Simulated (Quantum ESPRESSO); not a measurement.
Al₂In₂AgW₃ (simulated cell), NbAlGaCuPd₄ (simulated cell) (calculated)

All values are calculated (Quantum ESPRESSO 7.5). Calculation on a made-up metal alloy cell, not a measurement: no spin or spin-orbit, unrelaxed, 2900 K smearing, stress positive in tension, cell energy less fitted offsets; periodic Kohn-Sham density functional theory in plane waves with PseudoDojo standard norm-conserving scalar-relativistic pseudopotentials, each functional with its own files (v0.5 for PBE, v0.4.1 for LDA and PBEsol), eight atoms on drawn sites of a strained close-packed or body-centred lattice, each displaced and held fixed; the energy is the cell's free energy, ions and the entropy term -TS included, at the stated Fermi-Dirac width, less a fixed offset for each atom's element (shifted free energy); compositions with an open d shell lost a parallel starting moment in a cheaper test run, and other magnetic orders were not tried; an error bar is the largest change of its kind in a tighter rerun, never given below 0.002 eV, 0.02 GPa or 0.003 eV/angstrom, and covers cutoff and k-mesh only, not smearing or the files.

Settings shared by all entries: lattice type hexagonal close-packed; functional pbe; fermi dirac smearing 0.25 eV; electrons removed 0.

Notes on all entries: a spin test at this wide smearing found no moment, but such smearing suppresses magnetism that the real alloy may have; lattice, volume and sites are drawn at random and may be unstable or far from any real phase; energies are for the whole cell, less offsets fitted to these runs, so they are not formation energies.

```yaml
- entry: 1
  formula: Al2In2AgW3
  kind: "simulated cell"
  structure:
    cell_angstrom:
      - [2.9484, -0.0048, 0.0113]
      - [-0.0083, 5.0043, -0.0342]
      - [0.0355, -0.0621, 9.2292]
    atoms_fractional:
      - [In, -0.0086, 0.00027, -0.00369]
      - [Al, -0.02696, 0.01298, 0.49584]
      - [W, 0.00934, 0.33, 0.24766]
      - [W, -0.01685, 0.31892, 0.74454]
      - [In, 0.51372, 0.50701, -0.00999]
      - [Ag, 0.4861, 0.49369, 0.50334]
      - [W, 0.49701, 0.83442, 0.24319]
      - [Al, 0.53073, 0.84129, 0.74627]
  settings:
    "cutoff [eV]": 1116
    k_mesh: "8 x 5 x 3 shifted half a step off Gamma on each axis"
    atom_site: [1, 2, 3, 4, 5, 6, 7, 8]
    "atom_energy_offset [eV]": [-1808.02, -63.26, -2063.48, -2063.48, -1808.02, -4218.03, -2063.48, -63.26]
  results:
    "entropy_term_negative_ts [eV]": -0.961
    "pressure [GPa]": 5.28
    "stress_xx [GPa]": -2.52
    "stress_yy [GPa]": -2.16
    "stress_zz [GPa]": -11.15
    "stress_yz [GPa]": 0.84
    "stress_xz [GPa]": 0.74
    "stress_xy [GPa]": -0.66
    force_site: [1, 2, 3, 4, 5, 6, 7, 8]
    "force_x [eV/angstrom]": [0.225, 0.15, -0.1, 0.354, -0.3, 0.076, -0.096, -0.307]
    "force_y [eV/angstrom]": [0.368, -0.188, 0.346, -0.372, -0.516, 0.643, -0.031, -0.25]
    "force_z [eV/angstrom]": [0.062, -0.759, 0.42, -0.219, 0.421, -0.346, 1.748, -1.326]
    "shifted_free_energy [eV]": 1.226
  notes: ["heavy elements are run without spin-orbit coupling, which real alloys of them have", "error bars: energy 0.0058 eV, stress 0.15 GPa, force 0.0066 eV/Å, from a tighter rerun of a related cell, whose elements or sites may differ"]
- entry: 2
  formula: NbAlGaCuPd4
  kind: "simulated cell"
  structure:
    cell_angstrom:
      - [0.0435, -0.0251, -4.7824]
      - [0.0688, 4.9394, 0.0259]
      - [5.7043, 0.0795, -0.052]
    atoms_fractional:
      - [Cu, -0.02938, 0.01717, 0.02598]
      - [Nb, 0.0061, 0.00966, 0.50333]
      - [Pd, 0.0008, 0.5089, 0.2295]
      - [Pd, 0.06549, 0.4988, 0.73647]
      - [Al, 0.48261, 0.33905, 0.00282]
      - [Ga, 0.52017, 0.32304, 0.46573]
      - [Pd, 0.4905, 0.80791, 0.26694]
      - [Pd, 0.46048, 0.83976, 0.75515]
  settings:
    "cutoff [eV]": 1252
    k_mesh: "5 x 5 x 4 shifted half a step off Gamma on each axis"
    atom_site: [1, 2, 3, 4, 5, 6, 7, 8]
    "atom_energy_offset [eV]": [-5159.25, -1694.67, -3687.45, -3687.45, -63.26, -2081.03, -3687.45, -3687.45]
  results:
    "entropy_term_negative_ts [eV]": -1.016
    "pressure [GPa]": -10.17
    "stress_xx [GPa]": 9.35
    "stress_yy [GPa]": 11.36
    "stress_zz [GPa]": 9.82
    "stress_yz [GPa]": 2.62
    "stress_xz [GPa]": 0.49
    "stress_xy [GPa]": 0.45
    force_site: [1, 2, 3, 4, 5, 6, 7, 8]
    "force_x [eV/angstrom]": [-0.502, -0.055, 0.14, -0.037, -0.516, 0.782, -0.333, 0.52]
    "force_y [eV/angstrom]": [-0.109, -0.445, -0.472, -1.246, -0.087, 0.232, 0.652, 1.476]
    "force_z [eV/angstrom]": [-0.05, 0.256, 0.253, 1.612, -0.143, 0.023, -0.179, -1.773]
    "shifted_free_energy [eV]": -0.42
  notes: ["the copper pseudopotential is less sure than most, with forces differing by about three percent and pressure by about two GPa from a second method on plain copper", "error bars: energy 0.006 eV, stress 0.039 GPa, force 0.0091 eV/Å, from a tighter rerun of a related cell, whose elements or sites may differ"]
- entry: 3
  formula: NbAlGaCuPd4
  kind: "simulated cell"
  structure:
    cell_angstrom:
      - [0.0435, -0.0251, -4.7824]
      - [0.0688, 4.9394, 0.0259]
      - [5.7043, 0.0795, -0.052]
    atoms_fractional:
      - [Cu, -0.02938, 0.01717, 0.02598]
      - [Nb, 0.0061, 0.00966, 0.50333]
      - [Pd, 0.00085, 0.5164, 0.22941]
      - [Pd, 0.06549, 0.4988, 0.73647]
      - [Al, 0.48261, 0.33905, 0.00282]
      - [Ga, 0.52017, 0.32304, 0.46573]
      - [Pd, 0.4905, 0.80791, 0.26694]
      - [Pd, 0.46048, 0.83976, 0.75515]
  settings:
    "cutoff [eV]": 1252
    k_mesh: "5 x 5 x 4 shifted half a step off Gamma on each axis"
    atom_site: [1, 2, 3, 4, 5, 6, 7, 8]
    "atom_energy_offset [eV]": [-5159.25, -1694.67, -3687.45, -3687.45, -63.26, -2081.03, -3687.45, -3687.45]
  results:
    "entropy_term_negative_ts [eV]": -1.019
    "pressure [GPa]": -10.12
    "stress_xx [GPa]": 9.38
    "stress_yy [GPa]": 11.37
    "stress_zz [GPa]": 9.6
    "stress_yz [GPa]": 2.63
    "stress_xz [GPa]": 0.53
    "stress_xy [GPa]": 0.5
    force_site: [1, 2, 3, 4, 5, 6, 7, 8]
    "force_x [eV/angstrom]": [-0.502, -0.058, 0.134, -0.037, -0.509, 0.773, -0.329, 0.528]
    "force_y [eV/angstrom]": [-0.022, -0.406, -0.664, -1.24, -0.08, 0.237, 0.704, 1.472]
    "force_z [eV/angstrom]": [-0.049, 0.256, 0.273, 1.614, -0.133, 0.012, -0.202, -1.771]
    "shifted_free_energy [eV]": -0.399
  notes: ["the copper pseudopotential is less sure than most, with forces differing by about three percent and pressure by about two GPa from a second method on plain copper", "error bars: energy 0.006 eV, stress 0.039 GPa, force 0.0091 eV/Å, from a tighter rerun of a related cell, whose elements or sites may differ"]
- entry: 4
  formula: NbAlGaCuPd4
  kind: "simulated cell"
  structure:
    cell_angstrom:
      - [0.0435, -0.0251, -4.7824]
      - [0.0688, 4.9394, 0.0259]
      - [5.7043, 0.0795, -0.052]
    atoms_fractional:
      - [Cu, -0.02938, 0.01717, 0.02598]
      - [Nb, 0.0061, 0.00966, 0.50333]
      - [Pd, 0.00086, 0.51816, 0.22939]
      - [Pd, 0.06549, 0.4988, 0.73647]
      - [Al, 0.48261, 0.33905, 0.00282]
      - [Ga, 0.52017, 0.32304, 0.46573]
      - [Pd, 0.4905, 0.80791, 0.26694]
      - [Pd, 0.46048, 0.83976, 0.75515]
  settings:
    "cutoff [eV]": 1252
    k_mesh: "5 x 5 x 4 shifted half a step off Gamma on each axis"
    atom_site: [1, 2, 3, 4, 5, 6, 7, 8]
    "atom_energy_offset [eV]": [-5159.25, -1694.67, -3687.45, -3687.45, -63.26, -2081.03, -3687.45, -3687.45]
  results:
    "entropy_term_negative_ts [eV]": -1.019
    "pressure [GPa]": -10.1
    "stress_xx [GPa]": 9.38
    "stress_yy [GPa]": 11.36
    "stress_zz [GPa]": 9.55
    "stress_yz [GPa]": 2.63
    "stress_xz [GPa]": 0.54
    "stress_xy [GPa]": 0.52
    force_site: [1, 2, 3, 4, 5, 6, 7, 8]
    "force_x [eV/angstrom]": [-0.504, -0.058, 0.133, -0.037, -0.508, 0.771, -0.328, 0.53]
    "force_y [eV/angstrom]": [-0.001, -0.397, -0.709, -1.239, -0.078, 0.238, 0.716, 1.471]
    "force_z [eV/angstrom]": [-0.049, 0.257, 0.278, 1.614, -0.131, 0.009, -0.207, -1.771]
    "shifted_free_energy [eV]": -0.393
  notes: ["the copper pseudopotential is less sure than most, with forces differing by about three percent and pressure by about two GPa from a second method on plain copper", "error bars: energy 0.006 eV, stress 0.039 GPa, force 0.0091 eV/Å, from a tighter rerun of a related cell, whose elements or sites may differ"]
- entry: 5
  formula: NbAlGaCuPd4
  kind: "simulated cell"
  structure:
    cell_angstrom:
      - [0.0435, -0.0251, -4.7824]
      - [0.0688, 4.9394, 0.0259]
      - [5.7043, 0.0795, -0.052]
    atoms_fractional:
      - [Cu, -0.02938, 0.01717, 0.02598]
      - [Nb, 0.0061, 0.00966, 0.50333]
      - [Pd, 0.00088, 0.52176, 0.22935]
      - [Pd, 0.06549, 0.4988, 0.73647]
      - [Al, 0.48261, 0.33905, 0.00282]
      - [Ga, 0.52017, 0.32304, 0.46573]
      - [Pd, 0.4905, 0.80791, 0.26694]
      - [Pd, 0.46048, 0.83976, 0.75515]
  settings:
    "cutoff [eV]": 1252
    k_mesh: "5 x 5 x 4 shifted half a step off Gamma on each axis"
    atom_site: [1, 2, 3, 4, 5, 6, 7, 8]
    "atom_energy_offset [eV]": [-5159.25, -1694.67, -3687.45, -3687.45, -63.26, -2081.03, -3687.45, -3687.45]
  results:
    "entropy_term_negative_ts [eV]": -1.02
    "pressure [GPa]": -10.06
    "stress_xx [GPa]": 9.39
    "stress_yy [GPa]": 11.35
    "stress_zz [GPa]": 9.44
    "stress_yz [GPa]": 2.64
    "stress_xz [GPa]": 0.56
    "stress_xy [GPa]": 0.54
    force_site: [1, 2, 3, 4, 5, 6, 7, 8]
    "force_x [eV/angstrom]": [-0.509, -0.056, 0.133, -0.038, -0.505, 0.767, -0.325, 0.533]
    "force_y [eV/angstrom]": [0.041, -0.379, -0.8, -1.235, -0.075, 0.24, 0.74, 1.469]
    "force_z [eV/angstrom]": [-0.048, 0.257, 0.288, 1.615, -0.127, 0.004, -0.219, -1.769]
    "shifted_free_energy [eV]": -0.38
  notes: ["the copper pseudopotential is less sure than most, with forces differing by about three percent and pressure by about two GPa from a second method on plain copper", "error bars: energy 0.006 eV, stress 0.039 GPa, force 0.0091 eV/Å, from a tighter rerun of this cell"]
- entry: 6
  formula: NbAlGaCuPd4
  kind: "simulated cell"
  structure:
    cell_angstrom:
      - [0.0435, -0.0251, -4.7824]
      - [0.0688, 4.9394, 0.0259]
      - [5.7043, 0.0795, -0.052]
    atoms_fractional:
      - [Cu, -0.02938, 0.01717, 0.02598]
      - [Nb, 0.0061, 0.00966, 0.50333]
      - [Pd, 0.0009, 0.52581, 0.2293]
      - [Pd, 0.06549, 0.4988, 0.73647]
      - [Al, 0.48261, 0.33905, 0.00282]
      - [Ga, 0.52017, 0.32304, 0.46573]
      - [Pd, 0.4905, 0.80791, 0.26694]
      - [Pd, 0.46048, 0.83976, 0.75515]
  settings:
    "cutoff [eV]": 1252
    k_mesh: "5 x 5 x 4 shifted half a step off Gamma on each axis"
    atom_site: [1, 2, 3, 4, 5, 6, 7, 8]
    "atom_energy_offset [eV]": [-5159.25, -1694.67, -3687.45, -3687.45, -63.26, -2081.03, -3687.45, -3687.45]
  results:
    "entropy_term_negative_ts [eV]": -1.022
    "pressure [GPa]": -9.99
    "stress_xx [GPa]": 9.39
    "stress_yy [GPa]": 11.3
    "stress_zz [GPa]": 9.29
    "stress_yz [GPa]": 2.64
    "stress_xz [GPa]": 0.58
    "stress_xy [GPa]": 0.58
    force_site: [1, 2, 3, 4, 5, 6, 7, 8]
    "force_x [eV/angstrom]": [-0.516, -0.053, 0.132, -0.038, -0.502, 0.763, -0.323, 0.537]
    "force_y [eV/angstrom]": [0.089, -0.358, -0.905, -1.233, -0.071, 0.242, 0.768, 1.467]
    "force_z [eV/angstrom]": [-0.046, 0.257, 0.299, 1.616, -0.122, -0.002, -0.233, -1.768]
    "shifted_free_energy [eV]": -0.363
  notes: ["the copper pseudopotential is less sure than most, with forces differing by about three percent and pressure by about two GPa from a second method on plain copper", "error bars: energy 0.006 eV, stress 0.039 GPa, force 0.0091 eV/Å, from a tighter rerun of a related cell, whose elements or sites may differ"]
- entry: 7
  formula: NbAlGaCuPd4
  kind: "simulated cell"
  structure:
    cell_angstrom:
      - [0.0435, -0.0251, -4.7824]
      - [0.0688, 4.9394, 0.0259]
      - [5.7043, 0.0795, -0.052]
    atoms_fractional:
      - [Cu, -0.02938, 0.01717, 0.02598]
      - [Nb, 0.0061, 0.00966, 0.50333]
      - [Pd, 0.00094, 0.53359, 0.2292]
      - [Pd, 0.06549, 0.4988, 0.73647]
      - [Al, 0.48261, 0.33905, 0.00282]
      - [Ga, 0.52017, 0.32304, 0.46573]
      - [Pd, 0.4905, 0.80791, 0.26694]
      - [Pd, 0.46048, 0.83976, 0.75515]
  settings:
    "cutoff [eV]": 1252
    k_mesh: "5 x 5 x 4 shifted half a step off Gamma on each axis"
    atom_site: [1, 2, 3, 4, 5, 6, 7, 8]
    "atom_energy_offset [eV]": [-5159.25, -1694.67, -3687.45, -3687.45, -63.26, -2081.03, -3687.45, -3687.45]
  results:
    "entropy_term_negative_ts [eV]": -1.024
    "pressure [GPa]": -9.82
    "stress_xx [GPa]": 9.34
    "stress_yy [GPa]": 11.14
    "stress_zz [GPa]": 8.97
    "stress_yz [GPa]": 2.65
    "stress_xz [GPa]": 0.62
    "stress_xy [GPa]": 0.64
    force_site: [1, 2, 3, 4, 5, 6, 7, 8]
    "force_x [eV/angstrom]": [-0.54, -0.043, 0.134, -0.037, -0.498, 0.757, -0.317, 0.545]
    "force_y [eV/angstrom]": [0.186, -0.318, -1.108, -1.228, -0.064, 0.247, 0.822, 1.463]
    "force_z [eV/angstrom]": [-0.042, 0.257, 0.321, 1.617, -0.114, -0.012, -0.261, -1.766]
    "shifted_free_energy [eV]": -0.324
  notes: ["the copper pseudopotential is less sure than most, with forces differing by about three percent and pressure by about two GPa from a second method on plain copper", "error bars: energy 0.006 eV, stress 0.039 GPa, force 0.0091 eV/Å, from a tighter rerun of a related cell, whose elements or sites may differ"]
- entry: 8
  formula: NbAlGaCuPd4
  kind: "simulated cell"
  structure:
    cell_angstrom:
      - [0.0435, -0.0251, -4.7824]
      - [0.0688, 4.9394, 0.0259]
      - [5.7043, 0.0795, -0.052]
    atoms_fractional:
      - [Cu, -0.02938, 0.01717, 0.02598]
      - [Nb, 0.0061, 0.00966, 0.50333]
      - [Pd, 0.00099, 0.54306, 0.22909]
      - [Pd, 0.06549, 0.4988, 0.73647]
      - [Al, 0.48261, 0.33905, 0.00282]
      - [Ga, 0.52017, 0.32304, 0.46573]
      - [Pd, 0.4905, 0.80791, 0.26694]
      - [Pd, 0.46048, 0.83976, 0.75515]
  settings:
    "cutoff [eV]": 1252
    k_mesh: "5 x 5 x 4 shifted half a step off Gamma on each axis"
    atom_site: [1, 2, 3, 4, 5, 6, 7, 8]
    "atom_energy_offset [eV]": [-5159.25, -1694.67, -3687.45, -3687.45, -63.26, -2081.03, -3687.45, -3687.45]
  results:
    "entropy_term_negative_ts [eV]": null
    "stress_xx [GPa]": null
    "stress_xy [GPa]": null
  notes: ["the copper pseudopotential is less sure than most, with forces differing by about three percent and pressure by about two GPa from a second method on plain copper", "error bars: energy 0.006 eV, stress 0.039 GPa, force 0.0091 eV/Å, from a tighter rerun of a related cell, whose elements or sites may differ"]
```

Questions
1. What entropy term negative ts does the calculation give for NbAlGaCuPd₄ (simulated cell) (entry 8)?
2. Give the missing stress xx for NbAlGaCuPd₄ (simulated cell) (entry 8).
3. Estimate the stress xy of NbAlGaCuPd₄ (simulated cell) (entry 8).
4. Give the table of forces values for NbAlGaCuPd₄ (simulated cell) (entry 8).

Answers
1. -1.027 eV
2. 9.26 GPa
3. 0.72 GPa
4. 
Forces:
| site | x (eV/Å) | y (eV/Å) | z (eV/Å) |
| --- | --- | --- | --- |
| 1 | -0.583 | 0.315 | -0.036 |
| 2 | -0.021 | -0.268 | 0.257 |
| 3 | 0.142 | -1.365 | 0.348 |
| 4 | -0.038 | -1.221 | 1.618 |
| 5 | -0.495 | -0.056 | -0.104 |
| 6 | 0.75 | 0.252 | -0.023 |
| 7 | -0.31 | 0.885 | -0.298 |
| 8 | 0.555 | 1.457 | -1.763 |

Further results for NbAlGaCuPd₄ (simulated cell) (entry 8):

| Property | Result |
| --- | --- |
| pressure | -9.55 GPa |
| stress yy | 10.86 GPa |
| stress zz | 8.53 GPa |
| stress yz | 2.66 GPa |
| stress xz | 0.67 GPa |
| shifted free energy | -0.266 eV |
